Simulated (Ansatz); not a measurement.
MgF2:
```yaml
crystal:
  lattice:
    - [4.63832, 0.00000, 0.00000]
    - [0.00000, 4.63832, 0.00000]
    - [0.00000, 0.00000, 3.06243]
  atoms:
    - { symbol: Mg, position: [0.50000, 0.50000, 0.50000] }
    - { symbol: Mg, position: [0.00000, 0.00000, 0.00000] }
    - { symbol: F, position: [0.69660, 0.69660, 0.00000] }
    - { symbol: F, position: [0.30340, 0.30340, 0.00000] }
    - { symbol: F, position: [0.80340, 0.19660, 0.50000] }
    - { symbol: F, position: [0.19660, 0.80340, 0.50000] }
```

Relaxed with PBEsol.

Question: Which orbitals make up the states near the band edges in plane-wave PAW PBEsol (Ansatz code)?

Answer: Top 1 eV of the valence band: F 2p 99 %. Bottom 1 eV of the conduction band: Mg 3s 74 %, F 2s 21 %. Projections are on Löwdin-orthogonalised atomic valence shells; empty p or d shells of many metals are not among them.

Question: Tabulate the density of states.

Answer: States/eV per cell of 6 atoms, in 0.25 eV bins, energy from the valence-band maximum.

| E (eV) | total | F 2p | Mg 3s | F 2s |
|---|---|---|---|---|
| -4.20 | 0.00 | 0.00 | 0.00 | 0.00 |
| -3.95 | 0.44 | 0.39 | 0.05 | 0.00 |
| -3.70 | 1.72 | 1.56 | 0.14 | 0.01 |
| -3.45 | 4.93 | 4.50 | 0.35 | 0.03 |
| -3.20 | 4.48 | 4.13 | 0.27 | 0.03 |
| -2.95 | 4.09 | 3.92 | 0.10 | 0.02 |
| -2.70 | 5.38 | 5.17 | 0.12 | 0.02 |
| -2.45 | 5.08 | 4.88 | 0.11 | 0.02 |
| -2.20 | 5.94 | 5.74 | 0.11 | 0.03 |
| -1.95 | 6.24 | 6.08 | 0.07 | 0.02 |
| -1.70 | 7.13 | 6.99 | 0.06 | 0.02 |
| -1.45 | 9.82 | 9.70 | 0.03 | 0.01 |
| -1.20 | 12.68 | 12.54 | 0.02 | 0.01 |
| -0.95 | 5.10 | 5.05 | 0.01 | 0.00 |
| -0.70 | 11.42 | 11.35 | 0.01 | 0.00 |
| -0.45 | 9.71 | 9.67 | 0.00 | 0.00 |
| -0.20 | 1.73 | 1.72 | 0.00 | 0.00 |
| 0.05 | 0.10 | 0.10 | 0.00 | 0.00 |
| 0.30 | 0.00 | 0.00 | 0.00 | 0.00 |
| 0.55 | 0.00 | 0.00 | 0.00 | 0.00 |
| 0.80 | 0.00 | 0.00 | 0.00 | 0.00 |
| 1.05 | 0.00 | 0.00 | 0.00 | 0.00 |
| 1.30 | 0.00 | 0.00 | 0.00 | 0.00 |
| 1.55 | 0.00 | 0.00 | 0.00 | 0.00 |
| 1.80 | 0.00 | 0.00 | 0.00 | 0.00 |
| 2.05 | 0.00 | 0.00 | 0.00 | 0.00 |
| 2.30 | 0.00 | 0.00 | 0.00 | 0.00 |
| 2.55 | 0.00 | 0.00 | 0.00 | 0.00 |
| 2.80 | 0.00 | 0.00 | 0.00 | 0.00 |
| 3.05 | 0.00 | 0.00 | 0.00 | 0.00 |
| 3.30 | 0.00 | 0.00 | 0.00 | 0.00 |
| 3.55 | 0.00 | 0.00 | 0.00 | 0.00 |
| 3.80 | 0.00 | 0.00 | 0.00 | 0.00 |
| 4.05 | 0.00 | 0.00 | 0.00 | 0.00 |
| 4.30 | 0.00 | 0.00 | 0.00 | 0.00 |
| 4.55 | 0.00 | 0.00 | 0.00 | 0.00 |
| 4.80 | 0.00 | 0.00 | 0.00 | 0.00 |
| 5.05 | 0.00 | 0.00 | 0.00 | 0.00 |
| 5.30 | 0.00 | 0.00 | 0.00 | 0.00 |
| 5.55 | 0.00 | 0.00 | 0.00 | 0.00 |
| 5.80 | 0.00 | 0.00 | 0.00 | 0.00 |
| 6.05 | 0.00 | 0.00 | 0.00 | 0.00 |
| 6.30 | 0.00 | 0.00 | 0.00 | 0.00 |
| 6.55 | 0.00 | 0.00 | 0.00 | 0.00 |
| 6.80 | 0.00 | 0.00 | 0.00 | 0.00 |
| 7.05 | 0.05 | 0.00 | 0.03 | 0.01 |
| 7.30 | 0.11 | 0.00 | 0.08 | 0.02 |
| 7.55 | 0.16 | 0.01 | 0.12 | 0.03 |
| 7.80 | 0.20 | 0.01 | 0.15 | 0.04 |
| 8.05 | 0.25 | 0.02 | 0.18 | 0.05 |
| 8.30 | 0.30 | 0.02 | 0.22 | 0.05 |
| 8.55 | 0.35 | 0.03 | 0.25 | 0.05 |
| 8.80 | 0.40 | 0.03 | 0.29 | 0.06 |
| 9.05 | 0.52 | 0.05 | 0.38 | 0.07 |
| 9.30 | 0.52 | 0.05 | 0.38 | 0.06 |
| 9.55 | 0.51 | 0.05 | 0.37 | 0.06 |
| 9.80 | 0.61 | 0.06 | 0.44 | 0.06 |
| 10.05 | 0.70 | 0.06 | 0.49 | 0.06 |
| 10.30 | 0.78 | 0.07 | 0.53 | 0.06 |
| 10.55 | 0.86 | 0.07 | 0.57 | 0.06 |
| 10.80 | 0.95 | 0.07 | 0.60 | 0.05 |
| 11.05 | 1.06 | 0.08 | 0.63 | 0.05 |
| 11.30 | 1.12 | 0.07 | 0.60 | 0.04 |
| 11.55 | 1.23 | 0.07 | 0.58 | 0.04 |

Space group P4_2/mnm (rutile). The cell was relaxed with PBEsol under the symmetry of its start.

Potentials: the later of the program's two PAW sets.
